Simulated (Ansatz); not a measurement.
Level of theory: Ansatz 0.2.0, DFT PBE, scalar-relativistic, plane waves, PAW. Settings: cutoff 420 eV, Γ-centred meshes spaced at most about 0.3 Å⁻¹, and about 0.25 Å⁻¹ or finer for metals (2π included), Gaussian smearing. No spin polarisation in the final relaxations.

Temperature and zero-point effects are left out. All come from trial cells, and lower structures may exist.

Question: Order these relaxed structures of SiP₅ by energy, lowest first, with the energy over the lowest of them.
A. Space group R-3m (No. 166), trigonal, a = 6.551 Å, c = 8.128 Å. Si is surrounded by 6 P at 2.33 Å and 2 P at 2.94 Å; P on a site of symmetry 2/m is surrounded by 2 Si at 2.33 Å and 2 P at 2.47 Å; around P on a site of symmetry 3m lie 1 P at 2.24 Å, 3 P at 2.47 Å and 1 Si at 2.94 Å.
B. Space group F-43m (No. 216), cubic, a = 7.197 Å. Around Si lie 16 P at 3.00–3.12 Å; around P on a site of symmetry 3m lie 3 P at 2.40 Å, 3 P at 2.69 Å, 3 P at 2.97 Å and 3 Si at 3.00 Å; around P on a site of symmetry -43m lie 12 P at 2.97 Å and 4 Si at 3.12 Å.
C. Space group P-6m2 (No. 187), hexagonal, a = 2.720 Å, c = 14.105 Å. Si is surrounded by 6 P at 2.60 Å and 6 Si at 2.72 Å; P on a site of symmetry 3m is surrounded by 3 Si at 2.60 Å and 6 P at 2.72 Å; P on a second site of symmetry 3m is surrounded by 9 P at 2.66–2.72 Å; P on a site of symmetry -6m2 has 12 P at 2.66–2.72 Å.
D. Space group P6/mmm (No. 191), hexagonal, a = 4.698 Å, c = 5.045 Å. Si is surrounded by 6 P at 2.71 Å; P on a site of symmetry -6m2 has 3 Si at 2.71 Å and 9 P at 2.71–2.86 Å; P on a site of symmetry mmm is surrounded by 4 P at 2.35 Å and 4 P at 2.86 Å.

Answer: A (0 meV/atom), C (184 meV/atom), D (244 meV/atom), B (307 meV/atom). Forms: A R-3m; C Si and P ordered on hcp sites, P-6m2; D P6/mmm; B F-43m. Counting P atoms around Si (those within 1.25 times the shortest such distance or 1.15 times the sum of covalent radii, 1.27 where that leaves under three; the shortest distance is added where it exceeds 1.18 times the sum of covalent radii): A has Si 6; C has Si 6 from 2.6 Å; D has Si 6 from 2.7 Å; B has Si 16 from 3.0 Å. A holds P–P pairs (shortest 2.24 Å); D holds P–P nets (shortest 2.35 Å); B holds P–P units of three or more atoms (shortest 2.40 Å) (bonds between like non-metal atoms; other contacts aren't counted). Even the lowest lies +0.54 eV/atom against the elements.

No dispersion correction is applied, so the spacing and binding between layers, chains or molecules are poorly described (P-6m2, P6/mmm), and this can change margins and order among such cells. In R-3m, P-6m2, P6/mmm, F-43m an odd number of electrons in the primitive cell allows no gap without spin; a larger cell or a magnetic state could open one. A magnetic state wasn't ruled out in cells without spin, among them R-3m, P-6m2, P6/mmm, F-43m. Cells relaxed within their symmetry can be saddle points. Some candidate types were left out of the draw beforehand, so a known form may be missing.
